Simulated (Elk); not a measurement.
A run on fcc Ir (111), 6 layers: DFT, PBE, all-electron APW+lo, core hole, Dirac cores, scalar-relativistic bands (Elk 11.2.3 with local patches).

Command: `OMP_NUM_THREADS=2 elk`

```
tasks
  0

xctype
  20

rgkmax
  7.0

gmaxvr
  12.0

lmaxapw
  8

lmaxo
  6

lmaxi
  3

nrmtscf
  1.5

nempty
  6

epspot
  1e-06

epsengy
  1e-05

maxscl
  120

lradstp
  4

swidth
  0.00367

tshift
  .false.

sppath
  './'

avec
  5.17412347867 -0.00000000006 0.00000000000
  -2.58706173929 4.48092237488 0.00000000000
  0.00000000000 0.00000000000 45.68979824120

atoms
  2
  'Ir_h1.in'
  1
  0.166666666667 0.333333333333 0.271087771415   0.000 0.000 0.000
  'Ir.in'
  5
  0.500000000000 1.000000000000 0.361575510626   0.000 0.000 0.000
  0.833333333333 0.666666666667 0.453572993640   0.000 0.000 0.000
  0.166666666667 0.333333333333 0.546427006867   0.000 0.000 0.000
  0.500000000000 1.000000000000 0.638424488222   0.000 0.000 0.000
  0.833333333333 0.666666666667 0.728912228329   0.000 0.000 0.000

ngridk
  13 13 1
```

Ir_h1.in (head):

```
 'Ir_h1'    : spsymb
  -77.0000    : spzn
  0.227921E-06    2.4400    45.0507    700    : rminsp, rmt, rmaxsp, nrmt
  22                                        : nstsp
   1   0   1   2.00000  T    : nsp, lsp, ksp, occsp, spcore
   2   0   1   2.00000  T
   2   1   1   2.00000  T
   2   1   2   4.00000  T
   3   0   1   2.00000  T
   3   1   1   2.00000  T
   3   1   2   4.00000  T
   3   2   2   4.00000  T
   3   2   3   6.00000  T
   4   0   1   2.00000  T
   4   1   1   2.00000  T
   4   1   2   4.00000  T
   4   2   2   4.00000  T
   4   2   3   6.00000  T
   4   3   3   6.00000  T
   4   3   4   7.50000  T
   5   0   1   2.00000  T
   5   1   1   2.00000  F
   5   1   2   4.00000  F
   5   2   2   4.00000  F
   5   2   3   3.50000  F
   6   0   1   2.00000  F
```

Problem. How does the run end?

Solution. It stops unconverged after 120 iterations. The log ends:
```
  species : 2 (Ir)
   atom 1                    :    77.52181677     (  0.2489103232E-02)
   atom 2                    :    78.26897255     (  0.2437922015E-02)
   atom 3                    :    77.18850429     (  0.2332491207E-02)
   atom 4                    :    68.51056003     (  0.3058734563E-02)
   atom 5                    :    77.48936052     (  0.2128589397E-02)
 total in muffin-tins        :    451.9688481
 total calculated charge     :    461.9786738
 total charge                :    462.0000000
 error                       :   0.2132615900E-01
┌──────────────────────────────┐
│ Self-consistent loop stopped │
└──────────────────────────────┘
Wrote STATE.OUT
```
